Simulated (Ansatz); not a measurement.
## CrAsRh: reading a single point

```xyz
9
Lattice="6.3316 0.0000 0.0000 -3.1658 5.4833 0.0000 0.0000 0.0000 3.6875" Properties=species:S:1:pos:R:3 pbc="T T T"
Rh    1.6525    0.0000    0.0000
Rh    2.3395    4.0522    0.0000
Rh   -0.8263    1.4311    0.0000
Cr    3.7230    0.0000    1.8437
Cr    1.3043    2.2591    1.8437
Cr   -1.8615    3.2242    1.8437
As    0.0000    0.0000    1.8437
As   -0.0003    3.6557    0.0000
As    3.1661    1.8276    0.0000
```

The numbers come from plane-wave PAW DFT (Ansatz): r2SCAN, no spin polarisation, 500 eV, 6×6×9 Γ-centred k points, fermi-dirac occupations (width 0.1 eV). Nothing was relaxed.

- Charges: Bader charges in e: Cr +0.92, As -0.54 to -0.26, Rh -0.47. In the mean Cr gives up most and Rh takes most.
- Electronic structure: It is a metal on this mesh, though the bands barely overlap, with about 10 states/eV a cell as the mean within 0.25 eV of the Fermi level, mostly Cr d (80 %) and Rh d (16 %).
- Stress: The pressure is -5.7 GPa (compression positive), so with the atoms held at these fractions the cell would first shrink. The principal stresses -8.4, -8.4, -0.5 GPa differ, so its shape would change too.
- Forces: The largest is on Cr4 (and as large on other atoms): 0.57 eV/Å, components (0.57, 0.00, 0.00). It makes 0° with the line to a nearest neighbour, As7 at 2.61 Å, pointing towards it.

Origin: a database entry at a rescaled volume. Caveats: no spin polarisation, so a magnetic state may lie lower.
